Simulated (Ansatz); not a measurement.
HgSe:
```
HgSe
1.0
    3.96815     0.00000     0.00000
   -1.98408     3.43652     0.00000
    0.00000     0.00000     3.67429
Hg Se
1 1
Direct
  0.00000   0.00000   0.00000
  0.66667   0.33333   0.50000
```

Relaxed with PBE. Special points in fractions of this cell's reciprocal vectors: Γ (0.000, 0.000, 0.000); M (0.500, 0.000, 0.000); K (0.333, 0.333, 0.000); A (0.000, 0.000, 0.500); L (0.500, 0.000, 0.500); H (0.333, 0.333, 0.500).

Question: List the band energies nearest the Fermi level at these points for the program Ansatz at the PBE level (PAW).

Answer: In eV from the Fermi level; about four levels below and three above (degenerate sets whole), none deeper than 8.9 eV; … stands for higher levels left out; points with the same levels are listed once.

```json
[
 {"k": "Γ", "below": "-1.76 -1.11 -0.30 -0.30", "above": "6.61 6.61 …"},
 {"k": "M", "below": "-5.97 -5.90 -4.92 -1.68", "above": "0.27 1.34 5.22"},
 {"k": "K", "below": "-6.04 -6.04 -5.76 -4.82 -3.33", "above": "0.47 3.72 5.18"},
 {"k": "A", "below": "-6.29 -6.29 -6.15 -6.15 -5.12", "above": "0.09 0.09 3.74"},
 {"k": "L", "below": "-5.68 -3.38 -2.90 -1.41", "above": "0.12 5.20 5.45"},
 {"k": "H", "below": "-2.96 -2.69 -1.59 -0.72", "above": "2.32 7.47 …"}
]
```

Space group P-6m2. A made-up cell: these elements were put on the sites of a structure type; neither database checked (COD, Materials Project) lists it. COD files the formula under space group No. 216, so this cell is another polymorph or a model. Whether it is the stable phase at ambient conditions was not checked. The PBE relaxation kept the symmetry of its start; whether a distortion lowers the energy is not shown. Scalar-relativistic: spin–orbit coupling is off unless named, which matters more the heavier the elements.

Potentials: the later of the program's two PAW sets.
